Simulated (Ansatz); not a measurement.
YZnSi in space group P-6m2 (No. 187; Y on 1a, Zn on 1d, Si on 1f), the program Ansatz at the PBE level (PAW), all energies at zero smearing, with the estimated change up to a 700 eV cutoff added, with one set of potentials and settings (totals compare only within such a set). Cell of 3 atoms (1 Y, 1 Zn, 1 Si): -7805.496 eV.

| element | reference phase | E (eV/atom) |
|---|---|---|
| Y | P6_3/mmc, 2 atoms in the cell | -3848.6897 |
| Zn | C2/m, 3 atoms in the cell | -3319.0322 |
| Si | Fd-3m, 2 atoms in the cell | -635.8114 |

Formation energy per atom, worked out: (-7805.496 − 1×(-3848.6897) − 1×(-3319.0322) − 1×(-635.8114))/3 = -0.654 eV/atom (-63 kJ per mol of atoms), at 0 K, without zero-point energy or fitted corrections.

The first step of the workflow began from a Materials Project structure, measured or hypothetical; the Crystallography Open Database copy checked does not list it. With Zn and Si taken as one species the cell has the higher symmetry P6/mmm, so it may be an ordered model of a mixed-site phase. Whether it is the stable phase at ambient conditions was not checked. The cell was relaxed with PBE under the symmetry of its start; whether a distortion lowers the energy is not shown. No spin polarisation was allowed. The references are the lowest solids computed at this level, not always the standard phases.

Potentials: the earlier of the program's two PAW sets.
